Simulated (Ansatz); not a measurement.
**FeB2W2: which magnetic order is lowest?**

```
Fe B W
1.0
     5.69000    0.00000    0.00000
     0.00000    5.69000    0.00000
     0.00000    0.00000    3.16200
Fe B W
2 4 4
Direct
  0.00000 0.00000 0.00000
  0.50000 0.50000 0.00000
  0.39400 0.89400 0.00000
  0.10600 0.39400 0.00000
  0.60600 0.10600 0.00000
  0.89400 0.60600 0.00000
  0.18300 0.68300 0.50000
  0.31700 0.18300 0.50000
  0.81700 0.31700 0.50000
  0.68300 0.81700 0.50000
```

Computed with plane-wave PAW DFT (Ansatz 0.2.0): r2SCAN, 500 eV cutoff, 5×5×8 Γ-centred mesh, fermi-dirac occupations of width 0.050 eV. The atoms are fixed and numbered as listed; spin is collinear, without spin-orbit coupling.

The cycle has several fixed points for this cell. Moments (μB):

| state | Fe1 | Fe2 | other atoms together | size of the net moment a cell |
| --- | --- | --- | --- | --- |
| A | 0.00 | 0.00 | 0.00 | 0.00 |
| B | 1.98 | 1.98 | 0.20 | 4.28 |
| C | 2.13 | -2.13 | 0.00 | 0.00 |

Site moments are taken in small spheres that don't touch (radius about 0.4 of the atom's shortest bond), so those of the magnetic atoms read low, and they needn't add up to the net moment. State A was run without spin polarisation.

Which state has the lowest energy at zero smearing, and how far up are the others?

State C (antiparallel, compensated) is lowest; B (parallel moments) lies 10.1 meV above it, A (without moments) lies 152 meV above it, all counted an atom of the cell.

Which states have a gap on the mesh, and what pressure does each exert on this cell?

A: no gap, 2.5 GPa; B: no gap, 8.1 GPa; C: no gap, 8.8 GPa (positive in compression). Moments take up room: without them the pressure is lower, so that state wants a smaller cell.

What does magnetism gain here?

152 meV an atom of the cell, or 761 meV for each Fe atom, against state A, which has none. In a metal like this the level decides whether moments form at all, so this is no ordering energy.

The cell is that of a Crystallography Open Database entry, unchanged.

Caveats: only orders that fit this cell and collinear spins were tried, so the true order may need a larger cell or canted moments; atoms and cell are not relaxed, and each state would relax in its own way; r2SCAN overestimates the moments and magnetic energies of itinerant metals, and can make a paramagnetic metal magnetic; the k mesh is coarse, so differences of a few meV are uncertain where a state is a metal; at this level the entry's cell stands at +9 GPa (positive in compression); one start a pattern, so a lower state of the same pattern may exist; the nearest magnetic pairs stand parallel in every state found, so their coupling isn't measured; the atoms stand off equilibrium, with forces up to 0.9 eV/Å.
